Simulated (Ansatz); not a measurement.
Starting cell, ZrGeS (space group P4/nmm):

```
CELL_PARAMETERS angstrom
      7.15086     0.00000     0.00000
      3.57543     3.57543     0.00000
      0.00000     0.00000     7.93433
ATOMIC_POSITIONS crystal
  Zr 0.75000 0.50000 0.72348
  Zr 0.25000 0.50000 0.72348
  Zr 0.25000 0.00000 0.27652
  Zr 0.75000 0.00000 0.27652
  Ge 0.00000 0.50000 0.00000
  Ge 0.50000 0.50000 0.00000
  Ge 0.00000 0.00000 0.00000
  Ge 0.50000 0.00000 0.00000
  S  0.75000 0.50000 0.37984
  S  0.25000 0.50000 0.37984
  S  0.25000 0.00000 0.62016
  S  0.75000 0.00000 0.62016
```

The atoms are displaced by Q × the pattern below (from a DFPT mode at M = (0.5, 0.5, 0.0), largest move 1; Q in Å), at fixed cell. It is one choice among 2 degenerate patterns. (q is in reciprocal vectors of the primitive cell; the cell shown is doubled to hold the pattern.)

```tsv
atom	x	y	z
Zr1	0.000	0.000	1.000
Zr2	0.000	0.000	-1.000
Zr3	0.000	0.000	-0.254
Zr4	0.000	0.000	0.254
Ge5	0.219	0.055	0.000
Ge6	-0.219	-0.055	0.000
Ge7	-0.055	-0.219	0.000
Ge8	0.055	0.219	0.000
S9	0.000	0.000	0.550
S10	0.000	0.000	-0.550
S11	0.000	0.000	-0.140
S12	0.000	0.000	0.140
```

The numbers are results of LDA (plane waves to 420 eV, PAW, scalar-relativistic; Ansatz, an electronic-structure program), not measurements. k mesh 13×13×6 (Γ-centred), Fermi-Dirac smearing 0.05 eV. With partly filled bands, energies and forces of such displacements shift with the k mesh and the smearing. ZrGeS is run without spin polarisation. ZrGeS was relaxed with its symmetry unable to fall.

At one point of the scan the forces (eV/Å) are:

```csv
atom,Fx,Fy,Fz
Zr1,0.000,0.000,1.390
Zr2,0.000,0.000,-1.717
Zr3,0.000,0.000,-0.334
Zr4,0.000,0.000,0.454
Ge5,0.265,0.069,0.066
Ge6,-0.265,-0.069,0.066
Ge7,-0.069,-0.265,0.066
Ge8,0.069,0.265,0.066
S9,0.000,0.000,0.266
S10,0.000,0.000,-0.337
S11,0.000,0.000,-0.064
S12,0.000,0.000,0.079
```

### Question
Which point is it?
A) Q = -0.233 Å
B) Q = -0.140 Å
C) Q = -0.093 Å
D) Q = -0.047 Å

### Answer
B, Q = -0.140 Å

(A displaced cell: forces are minus the slopes of the energy, force constants its curvatures, and phonons follow from these.)
